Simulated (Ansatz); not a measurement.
Relaxed candidate structures of Sr$_{2}$H$_{3}$I:

A. P-6m2 (No. 187), hP6; a = 4.094 Å, b = 4.094 Å, c = 8.744 Å, α = 90.00°, β = 90.00°, γ = 120.00°; Sr 2h (0.333, 0.667, 0.286); H 2i (0.667, 0.333, 0.291); H 1b (0.000, 0.000, 0.500); I 1a (0.000, 0.000, 0.000)

B. P-3m1 (No. 164), hP6; a = b = 4.2368 Å, c = 7.6717 Å, α = β = 90.00°, γ = 120.00°; Sr 2d (0.333, 0.667, 0.321); H 1b (0.000, 0.000, 0.500); H 2d (0.667, 0.333, 0.357); I 1a (0.000, 0.000, 0.000)

C. P6/mmm (No. 191), hP6; a = b = 6.2012 Å, c = 3.6782 Å, α = β = 90.00°, γ = 120.00°; H 3f (0.000, 0.500, 0.000); I 1b (0.000, 0.000, 0.500); Sr 2d (0.333, 0.667, 0.500)

### Question
Put the candidates in order of energy per atom, lowest first, for r2SCAN (plane waves to 500 eV, PAW, scalar-relativistic; Ansatz, an electronic-structure program).

### Answer
B (reference, the lowest among the structures calculated here), A (+157 meV/atom), C (+198 meV/atom)

### Question
Give each candidate's band gap.

### Answer
No candidate is metallic. A: 3.23 eV (no spin-orbit coupling); B: 2.65 eV (no spin-orbit coupling); C: 2.05 eV (no spin-orbit coupling).

Each run could gain symmetry but not lose that of its start, so entries can be saddle points. From databases, or of a type measured for this composition: P-3m1, hP6; the others are generated cells (placed on structure types, drawn at random, substituted or restacked) that were not matched to a known phase here. Energies are at zero temperature and pressure, without zero-point motion. No spin polarisation in the result. Without spin-orbit coupling the bands of the heavy element are not split, so the gap can be far off.
